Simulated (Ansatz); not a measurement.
A geometry of TiAl3 away from equilibrium: step 20 of the relaxation of a generated cell, TiAl3 placed in the AFLOW prototype AB3_hP8_182_c_g (as in Fe3C). Method: r2SCAN (plane waves to 500 eV, PAW, scalar-relativistic; Ansatz, a quantum-chemistry and plane-wave program). Γ-centred k-mesh 10×10×10 on the run's cell, Fermi–Dirac smearing 0.05 eV.

```xyz
8
Lattice="7.3999 0.0000 0.0000 -3.7000 6.4085 0.0000 0.0000 0.0000 2.8724" Properties=species:S:1:pos:R:3:forces:R:3 pbc="T T T" free_energy=-8250.382 pressure_GPa=2.4
Al     2.3206     0.0000     0.0000    0.0015    0.0000    0.0000
Al     1.1603     2.0097     1.4362    0.0007    0.0013    0.0000
Al    -1.1603     2.0097     0.0000   -0.0007    0.0013    0.0000
Al     5.0793     0.0000     1.4362   -0.0015    0.0000    0.0000
Al     2.5396     4.3988     0.0000   -0.0007   -0.0013    0.0000
Al    -2.5396     4.3988     1.4362    0.0007   -0.0013    0.0000
Ti     0.0000     4.2723     0.7181    0.0000    0.0000    0.0000
Ti     3.7000     2.1362     2.1543    0.0000    0.0000    0.0000
```

Positions in Å, forces in eV/Å, free energy of the cell in eV (comparable only within this code, potentials and settings). Largest force: all forces are below 0.005 eV/Å; the geometry lies 0.01 eV/atom above the end of its relaxation.

No spin polarisation in the result. A magnetic state may lie lower.

The run could not lose the symmetry of its start: the end is stationary, and may be a saddle point rather than a minimum.

The end of the path is a generated cell of TiAl3: the first start was made by placing the elements on the sites of a structure type, and the end was not matched to a known phase here, so it may be hypothetical. Known forms of TiAl3 include space group No. 139.
